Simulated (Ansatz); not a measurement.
The calculation used Ansatz, DFT PBE, scalar-relativistic, plane waves, PAW. Cutoff 420 eV, Γ-centred meshes of about 0.25 Å⁻¹ or finer for metals and 0.3 Å⁻¹ for insulators (2π included), Gaussian smearing. No spin polarisation.

Relaxed forms of Be3S5:

Cell 1.

```
Be S
1.0
     3.53717    0.00000    0.00000
     0.10153    3.54761    0.00000
     1.76666    1.53069   10.65942
Be S
3 5
Direct
  0.34940 0.30618 0.38464
  0.71000 0.72284 0.61427
  0.94388 0.06470 0.99997
  0.81737 0.51174 0.10346
  0.89516 0.25074 0.28323
  0.26861 0.75345 0.49919
  0.50811 0.97037 0.90014
  0.75747 0.16998 0.71510
```

Cell 2.

```
Be S
1.0
    -1.79010    1.79010   10.84882
     1.79010   -1.79010   10.84882
     1.79010    1.79010  -10.84882
Be S
3 5
Direct
  0.30641 0.30641 0.00000
  0.69359 0.69359 0.00000
  0.00000 0.00000 0.00000
  0.44985 0.94985 0.50000
  0.35515 0.85515 0.50000
  0.75000 0.25000 0.50000
  0.05015 0.55015 0.50000
  0.14485 0.64485 0.50000
```

Cell 3.

```
Be S
1.0
    -1.78642    1.78642   10.91791
     1.78642   -1.78642   10.91791
     1.78642    1.78642  -10.91791
Be S
3 5
Cartesian
  0.0000 0.0000 17.5998
  0.0000 0.0000 4.2360
  0.0000 0.0000 0.0000
  1.7864 0.0000 9.8315
  1.7864 0.0000 7.7388
  0.0000 1.7864 5.4590
  1.7864 0.0000 1.0864
  1.7864 0.0000 3.1791
```

Their energies and Kohn–Sham gaps, in order of energy:

```tsv
row	ΔE (meV/atom)	gap on mesh (eV)
a	0	1.15
b	34	0.40
c	79	none
```

Problem. Which row belongs to which cell?

Solution. Row a is cell 1, row b is cell 2, row c is cell 3. Counting S atoms around Be (those within 1.25 times the shortest such distance or 1.15 times the sum of covalent radii): cell 1 (P1, 16.7 Å³/atom) has Be 4 and S–S pairs (shortest 2.10 Å); cell 2 (I-4m2, 17.4 Å³/atom) has Be 4 and S–S pairs (shortest 2.05 Å); cell 3 (I-4m2, 17.4 Å³/atom) has Be 4 and S–S pairs (shortest 2.09 Å).

Gaps are read on each cell's k mesh and can be smaller between its points; Kohn–Sham gaps at this level usually fall short of measured ones, and a small gap can close altogether. The zero gap of I-4m2 at 17.4 Å³/atom may come from the functional, which often closes small gaps, or the cell may be a true semimetal. With atoms moved at random, cell 2 (by 34 meV/atom) fell into a lower structure and cell 1 came back. Cell 3 had no clear such test and can be a saddle point.
